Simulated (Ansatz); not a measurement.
RbMnCuS2 in space group I-4m2 (No. 119; Rb on 2d, Mn on 2b, Cu on 2a, S on 4f), PBE in the plane-wave PAW code Ansatz, all energies at zero smearing, with the estimated change up to a 700 eV cutoff added, with one set of potentials and settings (totals compare only within such a set). Cell of 10 atoms (2 Rb, 2 Mn, 2 Cu, 4 S): -31198.734 eV.

| element | reference phase | E (eV/atom) |
|---|---|---|
| Rb | Cmcm, 2 atoms in the cell | -3267.3525 |
| Mn | I-43m, 29 atoms in the cell, spin-polarised | -3898.8617 |
| Cu | Fm-3m, 1 atoms in the cell | -6625.1757 |
| S | Fddd, 32 atoms in the cell | -902.0599 |

Formation energy per atom, worked out: (-31198.734 − 2×(-3267.3525) − 2×(-3898.8617) − 2×(-6625.1757) − 4×(-902.0599))/10 = -0.771 eV/atom (-74 kJ per mol of atoms), at 0 K, without zero-point energy or fitted corrections.

The first step of the workflow began from a Materials Project structure, measured or hypothetical; the Crystallography Open Database copy checked does not list it. With Mn and Cu taken as one species the cell has the higher symmetry I4/mmm, so it may be an ordered model of a mixed-site phase. Whether it is the stable phase at ambient conditions was not checked. The cell was relaxed with PBE under the symmetry of its start, as lowered by the spin order; its stability against distortions is not shown here. The final state is antiferromagnetic, chosen from 4 collinear starts compared on coarse meshes (ties went to the first, and starts can fall back to one state), not a proven ground state. No Hubbard U is applied. The references are the lowest solids computed at this level, not always the standard phases.

Potentials: the later of the program's two PAW sets.
